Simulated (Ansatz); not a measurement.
# CsB₃H₈: ¹¹B NMR of the central transition

Cell: a COD entry, ions relaxed with PBE at fixed cell.

```xyz
24
Lattice="8.8723 0.0000 0.0000 0.0000 4.3346 3.7149 0.0000 -4.3346 3.7149" Properties=species:S:1:pos:R:3 pbc="T T T"
Cs    2.2181    2.8074    3.6969
Cs    6.6542   -2.8074    3.6969
B     3.1175   -2.3999    3.7005
B     5.7548    2.3999    3.7005
B     1.3187   -2.3999    3.7005
B     7.5536    2.3999    3.7005
B     2.2181   -0.8718    3.6982
B     6.6542    0.8718    3.6982
H     0.7958   -1.2448    3.6994
H     8.0765    1.2448    3.6994
H     3.6404   -1.2448    3.6994
H     5.2319    1.2448    3.6994
H     0.9002   -2.8956    2.6753
H     7.9721    2.8956    2.6753
H     3.5360   -2.8956    2.6753
H     5.3363    2.8956    2.6753
H     0.9001   -2.8930    4.7270
H     7.9722    2.8930    4.7270
H     3.5360   -2.8930    4.7270
H     5.3363    2.8930    4.7270
H     2.2181   -0.2103    2.6855
H     6.6542    0.2103    2.6855
H     2.2181   -0.2068    4.7087
H     6.6542    0.2068    4.7087
```

Sites (sets of like atoms) are named by element and the number of their first atom in this list.

Method: Kohn–Sham DFT in Ansatz, PBE, plane waves and PAW, scalar-relativistic, 420 eV cutoff, Γ-centred 3×5×5 k-points, Fermi–Dirac smearing 0.05 eV.

¹¹B has I = 3/2 and Q = 40.59 mb (Pyykkö 2018); at 28.2 T its Larmor frequency is ν₀ = 385.3 MHz. Only the quadrupole interaction is simulated: positions count from each site's isotropic chemical shift, and J coupling is left out, as are shift anisotropy and dipolar coupling, which fast spinning averages.

(1) What does the ¹¹B spectrum (fast magic-angle spinning) show for each site?

Answers

(1) 

| site | first shell | C_Q (MHz) | η | P_Q (MHz) | δ_QIS (ppm) | breadth (kHz) |
| --- | --- | --- | --- | --- | --- | --- |
| B3 | 3 H at 1.21–1.27 Å, 2 B at 1.77–1.80 Å | 0.952 | 0.72 | 1.03 | -0.179 | 0.158 |
| B7 | 4 H at 1.21–1.47 Å, 2 B at 1.77 Å | 2.13 | 0.52 | 2.22 | -0.830 | 0.743 |

δ_QIS = −(ν_Q²/30ν₀²)[I(I+1) − 3/4](1 + η²/3) × 10⁶ ppm with ν_Q = 3|C_Q|/[2I(2I−1)]; it falls as 1/B₀² in ppm, and the breadth as 1/B₀ in kHz.
